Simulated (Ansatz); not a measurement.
**Pd: stiffness from a series of strains**

```
CELL_PARAMETERS angstrom
0.00000 1.94490 1.94490
1.94490 0.00000 1.94490
1.94490 1.94490 0.00000
ATOMIC_POSITIONS crystal
Pd 0.00000 0.00000 0.00000
```

The geometry is COD entry 9008478, unchecked; take it as a test cell.

Spin polarisation is left out, and whether a magnetic state lies lower isn't shown here.

The calculation used Ansatz 0.2.0, DFT, LDA, all-electron LAPW, scalar-relativistic.

Sampling and basis: a Γ-centred 18×18×18 k mesh, Fermi–Dirac smearing of 0.05 eV, basis error target 0.25 meV/atom, no spin polarisation.

The strain is applied along the Cartesian axes of the cell as listed (γ is the engineering shear, twice εxy = εyz = εzx). Fractional coordinates are held (clamped ions).

σ is the change of stress from the unstrained cell, which is at -8.05 GPa; tension is positive, so slopes are stress–strain coefficients at that pressure. In a metal the k mesh adds noise.

Only quantities that a quadratic follows smoothly over the whole series are listed; rougher ones are left out.

```tsv
γ	σxy (GPa)
-0.0300	-2.06
-0.0200	-1.36
-0.0100	-0.67
0.0000	0.00
0.0100	0.68
0.0300	2.10
```

Fit the series and read off the stiffness at zero strain.

Least-squares fits y = p0 + p1 x + p2 x² to the rows give σxy (GPa): p1 = 69.1, p2 = 20. So C44 (clamped ions) = 69 GPa.

One run, at γ = 0.0200, is withheld. Predict its row.

The fits give 1.39; the run gave 1.37.
